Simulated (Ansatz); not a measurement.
Ga$_{2}$Se$_{3}$ in space group Imm2 (No. 44; Ga on 4d, Se on 4d, Se on 2b), LDA in the plane-wave PAW code Ansatz. The conduction-band minimum lies at Γ, with 1 equivalent valley. Second derivatives d²E/dk² of the lowest band at one valley (eV·Å²), along Cartesian directions:

| direction | d²E/dk² |
|---|---|
| [100] | 90.56 |
| [010] | 56.45 |
| [001] | 68.51 |
| [110] | 73.56 |
| [101] | 79.52 |
| [011] | 62.46 |

**Question.** Find the principal effective masses, the density-of-states mass and the conductivity mass.

**Answer.** Off-diagonal terms follow from H_xy = H[110] − (H_xx + H_yy)/2, and m*/mₑ = 7.620 eV·Å² over each eigenvalue: 0.084, 0.11, 0.13. One valley's DOS mass (m₁m₂m₃)^(1/3) = 0.11, conductivity mass 3/(Σ 1/mᵢ) = 0.11 mₑ.

**Question.** What effective density of states Nc follows at 300 K for parabolic valleys?

**Answer.** Nc = 2.509e19 × 1 × (0.11)^(3/2) ≈ 9.2e17 cm⁻³.

The workflow started from a Materials Project entry (that database holds measured and hypothetical structures alike); the Crystallography Open Database copy checked does not list it. COD files the formula under space group No. 9. Whether it is the stable phase at ambient conditions was not checked. The cell was relaxed with LDA under the symmetry of its start; its stability against distortions is not shown here. Spin–orbit coupling is left out wherever it is not named.

Potentials: the later of the program's two PAW sets.

Edges and masses are those of Kohn–Sham bands, whose gap is no quasiparticle gap.
